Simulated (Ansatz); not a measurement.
SrTaO3 (cubic perovskite, space group No. 221) under volume change, LDA (plane waves, PAW; program Ansatz), scaled uniformly.

| V (Å³/atom) | E − E(relaxed) (meV/atom) | P (GPa) |
|---|---|---|
| 11.507 | 80.7 | 24.73 |
| 11.887 | ? | ? |
| 12.266 | ? | ? |
| 12.645 | 0.0 | 0.00 |
| 13.025 | 7.2 | -5.91 |
| 13.404 | 27.3 | -10.93 |
| 13.784 | 58.3 | -15.19 |

What belongs in the gaps?


- 12.266, E − E(relaxed) (meV/atom): 8.0
- 12.266, P (GPa): 6.95
- 11.887, E − E(relaxed) (meV/atom): 33.9
- 11.887, P (GPa): 15.12

What does a third-order Birch–Murnaghan fit give for V₀, B₀ and B′?

V₀ = 12.65 Å³/atom, B₀ = 213 GPa, B′ = 4.4.

Space group Pm-3m (cubic perovskite). The workflow started from a Materials Project entry (that database holds measured and hypothetical structures alike); the Crystallography Open Database copy checked does not list it. Its standing as an ambient phase is unchecked. The LDA relaxation kept the symmetry of its start; its stability against distortions is not shown here. No spin polarisation was allowed. Scalar-relativistic: spin–orbit coupling is off unless named, which matters more the heavier the elements.

Potentials: the later of the program's two PAW sets.
